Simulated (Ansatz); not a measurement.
What DFT gives for CoAsRh

```
Co Rh As
1.0
     5.86412    0.00000    0.00000
     0.00000    3.71190    0.00000
     0.00000    0.00000    6.96501
Co Rh As
4 4 4
Direct
  0.86000 0.25000 0.06000
  0.64000 0.75000 0.56000
  0.36000 0.25000 0.44000
  0.14000 0.75000 0.94000
  0.97000 0.25000 0.67700
  0.53000 0.75000 0.17700
  0.47000 0.25000 0.82300
  0.03000 0.75000 0.32300
  0.24700 0.25000 0.12100
  0.25300 0.75000 0.62100
  0.74700 0.25000 0.37900
  0.75300 0.75000 0.87900
```

Method: r2SCAN, no spin polarisation; PAW, plane waves to 500 eV, 6×9×5 Γ-centred mesh, fermi-dirac occupations (width 0.1 eV) (Ansatz 0.2.0), atoms fixed.

Question: Metal or insulator?

Answer: It is a metal, with about 11 states/eV a cell as the mean within 0.25 eV of the Fermi level, mostly Co d (60 %) and Rh d (31 %).

Question: Is the cell too large or too small?

Answer: The pressure is 3.2 GPa (compression positive), so with the atoms held at these fractions the cell would first expand. The principal stresses 2.1, 2.2, 5.2 GPa differ, so its shape would change too.

Question: Describe some of the short contacts.

Answer: Co–As at 2.31 Å: least valence density 0.56 e/Å³ and ELF 0.46 there. Rh–As at 2.45 Å: least valence density 0.53 e/Å³ and ELF 0.43 there. Co–Co at 2.62 Å: least valence density 0.30 e/Å³ and ELF 0.29 there. Both are smooth PAW fields, read partly inside the augmentation spheres.

Question: Which atom feels the largest force, and which way?

Answer: The largest is on As10 (and as large on other atoms): 0.42 eV/Å, components (0.37, 0.00, 0.19). It makes 37° with the line to a nearest neighbour, Co2 at 2.31 Å, pointing towards it.

Question: What is the formation energy?

Answer: -0.22 eV an atom against the elements' usual phases (free molecules for gases, crystals otherwise, with no correction for O₂ or N₂), so it is bound against them; other compounds may still compete. Relaxing would lower it.

Origin: a database entry at a rescaled volume. Caveats: no spin polarisation, so a magnetic state may lie lower.
